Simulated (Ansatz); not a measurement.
Data:

HfN (rock salt)

Space group Fm-3m (No. 225); a = 4.548 Å, b = 4.548 Å, c = 4.548 Å, α = 90.00°, β = 90.00°, γ = 90.00°

```
atom  site  symmetry       x       y       z
----  ----  --------  ------  ------  ------
N       4a      m-3m  0.0000  0.0000  0.0000
Hf      4b      m-3m  0.5000  0.5000  0.5000
```
(The calculation used a cell of 2 atoms; values per cell refer to that cell.)

E(V) scan at fixed shape, V₀ the volume above. Symmetry pins the atoms to their sites.

Computed with PBE (plane waves to 420 eV, PAW, scalar-relativistic; Ansatz, a program for electronic structure). k mesh 18×18×18 (Γ-centred), Fermi-Dirac smearing 0.05 eV. The energy includes the smearing's −TS. Compression counts positive. HfN is run without spin polarisation. HfN was relaxed with its symmetry unable to fall. Spin-orbit coupling is left out, though Hf is heavy. The PAW data are Ansatz's earlier set. The zero of ΔE is the relaxed starting cell.

The scan covers V/V₀ from 0.900 to 1.100 in 11 points.

**Question.** What is the fitted pressure derivative B₀′?

**Answer.** 4.3.

**Question.** What bulk modulus B₀ follows from a third-order Birch-Murnaghan fit?

**Answer.** 263 GPa.

(Under strain, the slope of the energy per volume gives the stress and its curvature an elastic modulus.)
